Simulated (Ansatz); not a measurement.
FeS$_{2}$ in space group Pnnm (No. 58; Fe on 2a, S on 4g), LDA in the plane-wave PAW code Ansatz, all energies at zero smearing, with the estimated change up to a 700 eV cutoff added, with one set of potentials and settings (totals compare only within such a set). Cell of 6 atoms (2 Fe, 4 S): -12322.853 eV.

```tsv
element	reference phase	E (eV/atom)
Fe	Im-3m, 1 atoms in the cell, spin-polarised	-4419.9432
S	Fddd, 32 atoms in the cell	-869.4931
```

Formation energy per atom, worked out: (-12322.853 − 2×(-4419.9432) − 4×(-869.4931))/6 = -0.832 eV/atom (-80 kJ per mol of atoms), at 0 K, without zero-point energy or fitted corrections.

The LDA relaxation kept the symmetry of its start; phonons on a q-mesh show no instability. No spin polarisation was allowed. The references are the lowest solids computed at this level, not always the standard phases.

Potentials: the later of the program's two PAW sets.
